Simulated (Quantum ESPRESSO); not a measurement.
Inputs of pw.x and gipaw.x (a modified build of Quantum ESPRESSO, PBE) for BP; the starting potential comes from an earlier run on another mesh:

```
&CONTROL
  calculation = 'scf'
  prefix = 'x'
  pseudo_dir = './pseudo'
  outdir = './out'
  tprnfor = .true.
/
&SYSTEM
  ibrav = 0
  nat = 2
  ntyp = 2
  ecutwfc = 40
  ecutrho = 160
  occupations = 'fixed'
  nbnd = 4
/
&ELECTRONS
  conv_thr = 1e-11
  startingpot = 'file'
/
ATOMIC_SPECIES
B 10.810 B.GGA_PBE-JTH.UPF
P 30.974 P.GGA_PBE-JTH.UPF
CELL_PARAMETERS angstrom
    0.000000000000     2.266070000000     2.266070000000
    2.266070000000     0.000000000000     2.266070000000
    2.266070000000     2.266070000000     0.000000000000
ATOMIC_POSITIONS crystal
B      0.000000000000     0.000000000000     0.000000000000
P      0.250000000000     0.250000000000     0.250000000000
K_POINTS automatic
10 10 10 1 1 1
```

```
&INPUTGIPAW
  job = 'nmr'
  prefix = 'x'
  tmp_dir = './out/'
  restart_mode = 'from_scratch'
  pawproj(1) = .true.
  pawproj(2) = .true.
  use_nmr_macroscopic_shape = .false.
/
```

The cell comes from the Materials Project (a computed structure). It is BP in F-43m. Stability against distortions was not tested.

### Question
Give the final section of the GIPAW output.

### Answer
```
     f-sum rule (should be    -8.1705):
            -8.1696          0.0000         -0.0000
             0.0000         -8.1696          0.0000
            -0.0000          0.0000         -8.1696

     Total NMR chemical shifts in ppm: ---------------------------------------
     (adopting the Simpson convention for anisotropy and asymmetry)-----------

     Atom  1  B   pos: (  0.000000  0.000000  0.000000)  Total sigma:         123.91
           123.9126          0.0000          0.0000
             0.0000        123.9126          0.0000
             0.0000          0.0000        123.9126

     B       1    anisotropy:      0.00    eta:    0.0000
     B       1    sigma_11=    123.91
     B       1    sigma_22=    123.91
     B       1    sigma_33=    123.91

     Atom  2  P   pos: (  0.353553  0.353553  0.353553)  Total sigma:         433.27
           433.2747         -0.0000          0.0000
            -0.0000        433.2747         -0.0000
             0.0000          0.0000        433.2747

     P       2    anisotropy:      0.00    eta:    0.0000
     P       2    sigma_11=    433.27
     P       2    sigma_22=    433.27
     P       2    sigma_33=    433.27
```
The printed anisotropy is 3/2 (σ_33 − σ_iso) in the program's own order; the axes are left out here. All sites are cubic, so the anisotropy vanishes by symmetry. Shieldings are absolute and leave out the bulk-susceptibility term; a larger σ means a smaller chemical shift. By our sweeps, such settings leave a few ppm in absolute σ. The datasets of P hold no d projectors, which limits absolute σ on these atoms. The structure is static (0 K, no zero-point motion).
